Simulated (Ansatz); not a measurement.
AlN (wurtzite)

```
CELL_PARAMETERS angstrom
      3.13030     0.00000     0.00000
     -1.56515     2.71092     0.00000
      0.00000     0.00000    10.03603
ATOMIC_POSITIONS crystal
  Al 0.66667 0.33333 0.00169
  Al 0.66667 0.33333 0.50169
  Al 0.33333 0.66667 0.25169
  Al 0.33333 0.66667 0.75169
  N  0.66667 0.33333 0.31091
  N  0.66667 0.33333 0.81091
  N  0.33333 0.66667 0.06091
  N  0.33333 0.66667 0.56091
```

A phonon eigenvector at A = (0.0, 0.0, 0.5) is frozen into this cell: atom i moves by Q times the vector below, so Q is the largest atomic displacement, in Å. The cell is held. It is one choice among 4 degenerate patterns. (q is in reciprocal vectors of the primitive cell; the cell shown is doubled to hold the pattern.)

```csv
atom,x,y,z
Al1,0.000,1.000,0.000
Al2,0.000,-1.000,0.000
Al3,0.000,0.129,0.000
Al4,0.000,-0.129,0.000
N5,0.000,0.022,0.000
N6,0.000,-0.022,0.000
N7,0.000,0.955,0.000
N8,0.000,-0.955,0.000
```

All values below come from PBE (plane waves to 420 eV, PAW, scalar-relativistic; Ansatz, a program for electronic structure). k mesh 12×12×4 (Γ-centred), Fermi-Dirac smearing 0.05 eV. E stands for the smeared free energy. AlN was relaxed with its symmetry unable to fall. ΔE is measured from the undisplaced structure.

```tsv
Q (Å)	ΔE (meV/cell)
-0.1000	44.0
-0.0833	30.6
-0.0667	19.6
-0.0500	11.0
-0.0333	withheld
-0.0167	1.2
0.0000	0.0
0.0167	1.2
0.0333	withheld
0.0500	11.0
0.0667	19.6
0.0833	30.6
0.1000	44.0
```

Task: Fit an even polynomial form (powers 2, 4) to the given rows and predict ΔE at Q = 0.0333.

Result: Least squares on the 11 given rows: ΔE = (4413)·Q² + (-1114)·Q⁴, in meV/cell with Q in Å; root-mean-square residual 0.02 meV/cell. At 0.0333 the fit gives 4.9 meV/cell; the calculation gives 4.9 meV/cell, the same to the digits shown. The quadratic term alone would give 4.9 meV/cell.

(A displaced cell: forces are minus the slopes of the energy, force constants its curvatures, and phonons follow from these.)
